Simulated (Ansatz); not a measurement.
**Phonons of CdI2-type CaI2**

Level of theory: DFT, PBEsol, scalar-relativistic, no spin polarisation; plane waves to 420 eV with PAW datasets (Ansatz 0.2.0), Gaussian smearing of 0.05 eV; PAW files: Ansatz's generated set soft_2.

```
CELL_PARAMETERS angstrom
4.43367 0.00000 0.00000
-2.21683 3.83967 0.00000
0.00000 0.00000 7.09177
ATOMIC_POSITIONS crystal
Ca 0.00000 0.00000 0.00000
I 0.33333 0.66667 0.24836
I 0.66667 0.33333 0.75164
```

The start was a prototype's sites filled with these elements; the Crystallography Open Database holds the compound in this structure.

Force constants come from finite displacements in a 2×2×1 supercell (the unit cell's 6×6×4 k-mesh, folded to it); the long-range dipole term is not included. Points in reciprocal vectors of this cell: Γ = (0.000, 0.000, 0.000), M = (0.500, 0.000, 0.000), K = (0.333, 0.333, 0.000), A = (0.000, 0.000, 0.500), L = (0.500, 0.000, 0.500), H = (0.333, 0.333, 0.500).

The supercell isn't repeated along every axis, so wave vectors with a part along such an axis can't be had from it and are left out, and thermodynamic sums miss that dispersion.

Task: Is the structure dynamically stable along this path, and where does the spectrum end?

Result: Yes: no branch is imaginary beyond numerical noise. The highest frequency is 213 cm⁻¹, at M. Points that don't fit the supercell are interpolated. The crystal has a gap, so without the dipole term Γ lacks its LO–TO splitting and the top of the spectrum may be off.

Frequencies at the named points (cm⁻¹, imaginary ones negative):
```tsv
point	ω (cm⁻¹)
Γ	0 0 0 69 69 90 157 157 207
M	38 45 66 67 76 88 155 158 213
K	33 65 65 73 73 81 155 189 189
```

Task: What does the harmonic approximation give for the vibrational free energy, entropy and heat capacity?

Result: Zero-point energy 18.2 meV/atom.
```json
{"T (K)": "100", "F_vib (meV/atom)": "6.4", "S (J/K per mole of atoms)": "23.9", "C_V (J/K per mole of atoms)": "20.5"}
{"T (K)": "200", "F_vib (meV/atom)": "-27.2", "S (J/K per mole of atoms)": "39.4", "C_V (J/K per mole of atoms)": "23.6"}
{"T (K)": "300", "F_vib (meV/atom)": "-73.4", "S (J/K per mole of atoms)": "49.1", "C_V (J/K per mole of atoms)": "24.3"}
{"T (K)": "400", "F_vib (meV/atom)": "-128.2", "S (J/K per mole of atoms)": "56.2", "C_V (J/K per mole of atoms)": "24.6"}
{"T (K)": "500", "F_vib (meV/atom)": "-189.4", "S (J/K per mole of atoms)": "61.7", "C_V (J/K per mole of atoms)": "24.7"}
{"T (K)": "600", "F_vib (meV/atom)": "-255.7", "S (J/K per mole of atoms)": "66.2", "C_V (J/K per mole of atoms)": "24.8"}
{"T (K)": "700", "F_vib (meV/atom)": "-326.3", "S (J/K per mole of atoms)": "70.0", "C_V (J/K per mole of atoms)": "24.8"}
{"T (K)": "800", "F_vib (meV/atom)": "-400.6", "S (J/K per mole of atoms)": "73.3", "C_V (J/K per mole of atoms)": "24.8"}
{"T (K)": "900", "F_vib (meV/atom)": "-478.1", "S (J/K per mole of atoms)": "76.2", "C_V (J/K per mole of atoms)": "24.8"}
{"T (K)": "1000", "F_vib (meV/atom)": "-558.5", "S (J/K per mole of atoms)": "78.9", "C_V (J/K per mole of atoms)": "24.9"}
```

The highest mode, 213 cm⁻¹, is worth 310 K. At 300 K the heat capacity has reached 97 % of the classical limit 3R = 24.9 J/K per mole of atoms: a mode at k_BT already holds 92 % of its classical share, and one at 1.5 k_BT 83 %.

Cost: 52 s on 4 threads of Arm Neoverse V1, on a shared host, peak memory 1.6 GiB.

For elements this heavy, spin–orbit coupling would shift levels and gaps; it isn't included here. The structure is built of weakly bound layers, and this functional has no dispersion term, so their spacing and all that hangs on it (volume, the soft elastic constants, low modes, dielectric constants) are poorly given.
